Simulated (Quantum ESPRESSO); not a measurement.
Al2SiN2O2, one run as intended and one with a planted mistake

Computed values, not a measurement. The program is pw.x of Quantum ESPRESSO 7.5 (plane-wave density functional theory). The cell is made up: 7 atoms on a wurtzite lattice with one site empty, with randomly drawn elements, strain and displacements, not relaxed. PseudoDojo standard norm-conserving files (v0.5 for PBE, v0.4.1 for LDA and PBEsol) set the functional; there is no spin polarisation, spin-orbit coupling or dispersion term, and the masses in the input are unused placeholders.

Intended input:

```
&control calculation='scf', pseudo_dir='./dojo.nc.sr.pbe.v0_5.standard.upf', outdir='./o', disk_io='low', tprnfor=.true., tstress=.true. /
&system ibrav=0, nat=7, ntyp=4, nbnd=22, ecutwfc=84.00895049, nosym=.true., tot_charge=0,
 occupations='smearing', smearing='fd', degauss=0.0018374661
/
&electrons conv_thr=7.350e-09, electron_maxstep=60, /
ATOMIC_SPECIES
Al 1.0 Al.upf
N 1.0 N.upf
O 1.0 O.upf
Si 1.0 Si.upf
CELL_PARAMETERS angstrom
3.0884 0.0386 0.0118
0.0668 5.1858 0.0102
0.0192 0.0096 4.9791
ATOMIC_POSITIONS angstrom
Al -0.0828 0.005 -0.1664
Al 1.6583 2.5526 -0.0667
Si 1.6222 0.8767 2.3533
N 0.0292 -0.0153 1.8441
O 1.6385 2.6881 1.7542
N 1.6067 0.8969 4.2475
O 0.0591 3.4904 4.3106
K_POINTS automatic
6 4 4 1 1 1
```

The log is shortened where brackets say so; the opening notice, blank lines, dates and the lines on written files are dropped, and the path of the files is cut. It prints rydbergs, bohrs and kilobars, and counts compression as positive stress. Where no state is partly filled, the Fermi energy that it prints is only some level between the filled and the empty states on the mesh, and need not lie in the true gap.

Log of the intended run:

```
     Program PWSCF v.7.5
     Parallel version (MPI & OpenMP), running on       4 processor cores
     Number of MPI processes:                 4
     Threads/MPI process:                     1
     [start-up lines left out]
     bravais-lattice index     =            0
     lattice parameter (alat)  =       5.8367  a.u.
     unit-cell volume          =     538.0453 (a.u.)^3
     number of atoms/cell      =            7
     number of atomic types    =            4
     number of electrons       =        32.00
     number of Kohn-Sham states=           22
     kinetic-energy cutoff     =      84.0090  Ry
     charge density cutoff     =     336.0358  Ry
     scf convergence threshold =      7.3E-09
     mixing beta               =       0.7000
     number of iterations used =            8  plain     mixing
     Exchange-correlation= PBE
                           (   1   4   3   4   0   0   0)
     [axes and pseudopotential details left out]
   Cartesian axes
     site n.     atom                  positions (alat units)
         1        Al     tau(   1) = (  -0.0268077   0.0016188  -0.0538744  )
         2        Al     tau(   2) = (   0.5368988   0.8264415  -0.0215951  )
         3        Si     tau(   3) = (   0.5252109   0.2838444   0.7619152  )
         4        N      tau(   4) = (   0.0094539  -0.0049536   0.5970543  )
         5        O      tau(   5) = (   0.5304883   0.8703116   0.5679479  )
         6        N      tau(   6) = (   0.5201926   0.2903845   1.3751902  )
         7        O      tau(   7) = (   0.0191345   1.1300680   1.3956197  )
     number of k points=    48  Fermi-Dirac smearing, width (Ry)=  0.0018
                       cart. coord. in units 2pi/alat
        k(    1) = (   0.0821305   0.0732405   0.0770828), wk =   0.0416667
        k(    2) = (   0.0815417   0.0729430   0.2321671), wk =   0.0416667
     [further k points left out]
     Dense  grid:    55945 G-vectors     FFT dimensions: (  36,  60,  60)
     Estimated max dynamical RAM per process >      93.46 MB
     Estimated total dynamical RAM >     332.88 MB
     Initial potential from superposition of free atoms
     starting charge      31.9945, renormalised to      32.0000
     Starting wfcs are   28 randomized atomic wfcs
     total cpu time spent up to now is        2.2 secs
     per-process dynamical memory:    70.2 Mb
     Self-consistent Calculation
     iteration #  1     ecut=    84.01 Ry     beta= 0.70
     Davidson diagonalization with overlap
     ethr =  1.00E-02,  avg # of iterations =  3.0
     total cpu time spent up to now is        4.8 secs
     total energy              =    -125.06567719 Ry
     estimated scf accuracy    <       1.89371431 Ry
     iteration #  2     ecut=    84.01 Ry     beta= 0.70
     Davidson diagonalization with overlap
     ethr =  5.92E-03,  avg # of iterations =  2.0
     total cpu time spent up to now is        7.1 secs
     total energy              =    -125.54164900 Ry
     estimated scf accuracy    <       1.86426998 Ry
     [iterations 3 to 9 left out]
     iteration # 10     ecut=    84.01 Ry     beta= 0.70
     Davidson diagonalization with overlap
     ethr =  5.62E-09,  avg # of iterations =  2.0
     total cpu time spent up to now is       25.2 secs
     total energy              =    -125.89314862 Ry
     estimated scf accuracy    <       0.00000045 Ry
     iteration # 11     ecut=    84.01 Ry     beta= 0.70
     Davidson diagonalization with overlap
     ethr =  1.40E-09,  avg # of iterations =  2.0
     total cpu time spent up to now is       27.3 secs
     End of self-consistent calculation
     [lines on levels left out]
     the Fermi energy is     8.2506 ev
!    total energy              =    -125.89314872 Ry
     estimated scf accuracy    <          4.4E-09 Ry
     smearing contrib. (-TS)   =       0.00000000 Ry
     internal energy E=F+TS    =    -125.89314872 Ry
     The total energy is F=E-TS. E is the sum of the following terms:
     one-electron contribution =     -25.02630542 Ry
     hartree contribution      =      32.00850804 Ry
     xc contribution           =     -36.68329289 Ry
     ewald contribution        =     -96.19205845 Ry
     convergence has been achieved in  11 iterations
     Forces acting on atoms (cartesian axes, Ry/au):
     atom    1 type  1   force =     0.10996620   -0.07502400    0.06980768
     atom    2 type  1   force =    -0.02647136    0.12868655    0.04539838
     atom    3 type  4   force =    -0.02741874    0.06393745   -0.03667556
     atom    4 type  2   force =     0.02239449    0.10548873   -0.02025845
     atom    5 type  3   force =    -0.00423023   -0.17522318   -0.01232568
     atom    6 type  2   force =    -0.09013518   -0.00609395   -0.09906423
     atom    7 type  3   force =     0.01589482   -0.04177160    0.05311787
     Total force =     0.337355     Total SCF correction =     0.000103
     Computing stress (Cartesian axis) and pressure
          total   stress  (Ry/bohr**3)                   (kbar)     P=      -99.63
  -0.00059687  -0.00043209   0.00002666          -87.80      -63.56        3.92
  -0.00043209  -0.00036699   0.00027875          -63.56      -53.99       41.01
   0.00002666   0.00027875  -0.00106795            3.92       41.01     -157.10
     init_run     :      2.02s CPU      2.08s WALL (       1 calls)
     electrons    :     24.91s CPU     25.11s WALL (       1 calls)
     forces       :      0.40s CPU      0.41s WALL (       1 calls)
     stress       :      1.54s CPU      1.55s WALL (       1 calls)
     [timing details left out]
     PWSCF        :     29.01s CPU     29.31s WALL
     JOB DONE.
```

A second run has one planted mistake: the smearing is too wide. The input lines that differ, file-writing options aside:

```
- &system ibrav=0, nat=7, ntyp=4, nbnd=22, ecutwfc=84.00895049, nosym=.true., tot_charge=0,
+ &system ibrav=0, nat=7, ntyp=4, nbnd=40, ecutwfc=84.00895049, nosym=.true., tot_charge=0,
-  occupations='smearing', smearing='fd', degauss=0.0018374661
+  occupations='smearing', smearing='fd', degauss=0.0257245255
```

Its log:

```
     Program PWSCF v.7.5
     Parallel version (MPI & OpenMP), running on       4 processor cores
     Number of MPI processes:                 4
     Threads/MPI process:                     1
     [start-up lines left out]
     bravais-lattice index     =            0
     lattice parameter (alat)  =       5.8367  a.u.
     unit-cell volume          =     538.0453 (a.u.)^3
     number of atoms/cell      =            7
     number of atomic types    =            4
     number of electrons       =        32.00
     number of Kohn-Sham states=           40
     kinetic-energy cutoff     =      84.0090  Ry
     charge density cutoff     =     336.0358  Ry
     scf convergence threshold =      7.3E-09
     mixing beta               =       0.7000
     number of iterations used =            8  plain     mixing
     Exchange-correlation= PBE
                           (   1   4   3   4   0   0   0)
     [axes and pseudopotential details left out]
   Cartesian axes
     site n.     atom                  positions (alat units)
         1        Al     tau(   1) = (  -0.0268077   0.0016188  -0.0538744  )
         2        Al     tau(   2) = (   0.5368988   0.8264415  -0.0215951  )
         3        Si     tau(   3) = (   0.5252109   0.2838444   0.7619152  )
         4        N      tau(   4) = (   0.0094539  -0.0049536   0.5970543  )
         5        O      tau(   5) = (   0.5304883   0.8703116   0.5679479  )
         6        N      tau(   6) = (   0.5201926   0.2903845   1.3751902  )
         7        O      tau(   7) = (   0.0191345   1.1300680   1.3956197  )
     number of k points=    48  Fermi-Dirac smearing, width (Ry)=  0.0257
                       cart. coord. in units 2pi/alat
        k(    1) = (   0.0821305   0.0732405   0.0770828), wk =   0.0416667
        k(    2) = (   0.0815417   0.0729430   0.2321671), wk =   0.0416667
     [further k points left out]
     Dense  grid:    55945 G-vectors     FFT dimensions: (  36,  60,  60)
     Estimated max dynamical RAM per process >     126.36 MB
     Estimated total dynamical RAM >     464.46 MB
     Initial potential from superposition of free atoms
     starting charge      31.9945, renormalised to      32.0000
     Starting wfcs are   28 randomized atomic wfcs +   12 random wfcs
     total cpu time spent up to now is        2.5 secs
     per-process dynamical memory:    95.8 Mb
     Self-consistent Calculation
     iteration #  1     ecut=    84.01 Ry     beta= 0.70
     Davidson diagonalization with overlap
     ethr =  1.00E-02,  avg # of iterations =  7.1
     total cpu time spent up to now is        8.6 secs
     total energy              =    -125.11774591 Ry
     estimated scf accuracy    <       1.83725656 Ry
     iteration #  2     ecut=    84.01 Ry     beta= 0.70
     Davidson diagonalization with overlap
     ethr =  5.74E-03,  avg # of iterations =  2.0
     total cpu time spent up to now is       11.9 secs
     total energy              =    -125.48983805 Ry
     estimated scf accuracy    <       1.93677191 Ry
     [iterations 3 to 9 left out]
     iteration # 10     ecut=    84.01 Ry     beta= 0.70
     Davidson diagonalization with overlap
     ethr =  2.97E-09,  avg # of iterations =  1.0
     total cpu time spent up to now is       38.7 secs
     total energy              =    -125.89344911 Ry
     estimated scf accuracy    <       0.00000008 Ry
     iteration # 11     ecut=    84.01 Ry     beta= 0.70
     Davidson diagonalization with overlap
     ethr =  2.44E-10,  avg # of iterations =  1.9
     total cpu time spent up to now is       41.8 secs
     End of self-consistent calculation
     [lines on levels left out]
     the Fermi energy is     8.1359 ev
!    total energy              =    -125.89344912 Ry
     estimated scf accuracy    <          2.8E-09 Ry
     smearing contrib. (-TS)   =      -0.00196629 Ry
     internal energy E=F+TS    =    -125.89148283 Ry
     The total energy is F=E-TS. E is the sum of the following terms:
     one-electron contribution =     -25.02271818 Ry
     hartree contribution      =      32.00599587 Ry
     xc contribution           =     -36.68270208 Ry
     ewald contribution        =     -96.19205845 Ry
     convergence has been achieved in  11 iterations
     Forces acting on atoms (cartesian axes, Ry/au):
     atom    1 type  1   force =     0.10991509   -0.07502153    0.06971157
     atom    2 type  1   force =    -0.02645713    0.12867423    0.04493447
     atom    3 type  4   force =    -0.02742105    0.06348839   -0.03631234
     atom    4 type  2   force =     0.02238672    0.10543482   -0.02024432
     atom    5 type  3   force =    -0.00421286   -0.17471317   -0.01213821
     atom    6 type  2   force =    -0.09012504   -0.00602912   -0.09900201
     atom    7 type  3   force =     0.01591427   -0.04183362    0.05305083
     Total force =     0.336811     Total SCF correction =     0.000116
     Computing stress (Cartesian axis) and pressure
          total   stress  (Ry/bohr**3)                   (kbar)     P=      -98.80
  -0.00059163  -0.00043149   0.00002696          -87.03      -63.48        3.97
  -0.00043149  -0.00036423   0.00027781          -63.48      -53.58       40.87
   0.00002696   0.00027781  -0.00105898            3.97       40.87     -155.78
     init_run     :      2.09s CPU      2.18s WALL (       1 calls)
     electrons    :     39.07s CPU     39.31s WALL (       1 calls)
     forces       :      0.54s CPU      0.54s WALL (       1 calls)
     stress       :      1.92s CPU      1.92s WALL (       1 calls)
     [timing details left out]
     PWSCF        :     43.97s CPU     44.33s WALL
     JOB DONE.
```

```
                                            intended run  run with the mistake
                          free energy (eV)     -1712.864             -1712.868
                    smearing term -TS (eV)        0.0000               -0.0268
                            pressure (GPa)         -9.96                 -9.88
            largest force component (eV/Å)         4.505                 4.492
largest change of a force component (eV/Å)                               0.013
                                iterations            11                    11
```

For scale, a rerun of the intended cell at 1437 eV and a 8 x 6 x 6 mesh moved values by no more than 0.002 eV in energy, 0.02 GPa in stress and 0.003 eV/Å in force. The number of bands, nbnd, was set by rule from the electron count and the smearing, so it follows the mistake.